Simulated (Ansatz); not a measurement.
Given:

BC$_{5}$:
```cif
data_C5B
_chemical_formula_sum 'B1 C5'
_space_group_name_H-M_alt 'P3m1'
_space_group_IT_number 156
_space_group_name_Hall 'P 3 -2"'
_cell_length_a 2.54528
_cell_length_b 2.54528
_cell_length_c 6.37097
_cell_angle_alpha 90.000
_cell_angle_beta 90.000
_cell_angle_gamma 120.000
loop_
_atom_site_label
_atom_site_type_symbol
_atom_site_symmetry_multiplicity
_atom_site_Wyckoff_symbol
_atom_site_fract_x
_atom_site_fract_y
_atom_site_fract_z
_atom_site_occupancy
B1 B 1 a 0.00000 0.00000 0.00378 1
C1 C 1 b 0.33333 0.66667 0.11099 1
C2 C 1 b 0.33333 0.66667 0.34597 1
C3 C 1 c 0.66667 0.33333 0.42881 1
C4 C 1 c 0.66667 0.33333 0.67184 1
C5 C 1 a 0.00000 0.00000 0.75090 1
```

This is the r²SCAN-relaxed structure.

### Question
All from r²SCAN (plane waves, PAW; program Ansatz), unless another level is named. Give the electronic character.

### Answer
metallic (no gap).

### Question
Predict the density of states at the Fermi level.

### Answer
0.12 states/eV per atom (mean over ±0.08 eV).

### Question
What about the formation energy from the elements (no fitted shifts)?

### Answer
0.24 eV/atom.

The start of the workflow was typed in or built on a structure type; the Crystallography Open Database copy checked does not list it. Its standing as an ambient phase is unchecked. The cell was relaxed with r²SCAN under the symmetry of its start; whether a distortion lowers the energy is not shown. Its formation energy is positive at this level, so the cell may be metastable or incomplete. The references are the lowest solids computed at this level, not always the standard phases.

Potentials: the later of the program's two PAW sets.
